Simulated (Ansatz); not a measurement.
Input and command of a plane-wave DFT calculation in Ansatz:

```yaml
crystal:
  lattice:
    - [1.8124192369, 1.0464007343, 5.988]
    - [-1.8124192369, 1.0464007343, 5.988]
    - [0.0, -2.0928014686, 5.988]
  atoms:
    - { symbol: "Y", position: [0.25793, 0.25793, 0.25793] }
    - { symbol: "Y", position: [0.74207, 0.74207, 0.74207] }
    - { symbol: C, position: [0.0, 0.0, 0.0], spin: 1.0 }
basis:
  ecutwfc: 420
kpoints:
  mp_grid: { grid: [6, 6, 6] }
hamiltonian:
  xc: lda
scf:
  occupations: { method: gaussian, width: 0.1 }
  lower_state_search: "off"
output:
  forces: true
  stress: true
  eigenvalues: true
  populations: true
magnetization:
  spin_polarized: true
```

```bash
ansatz run input.yaml --threads 1 --pin off --max-ram 3072MiB --backend cpu --events-out ev --progress --plain --runs-dir out
```

Processor: AMD EPYC 9R45 96-Core Processor (Zen 5), 1 thread, on a host shared with other jobs.

Problem. Estimate time, memory and problem size.

Solution. About 2.5 s on 1 thread of AMD EPYC 9R45 96-Core Processor (Zen 5) (shared host), peak memory 0.37 GiB. It solves 18 bands at 32 k points (the mesh reduced by symmetry) with about 1299 plane waves, in 17 SCF iterations.
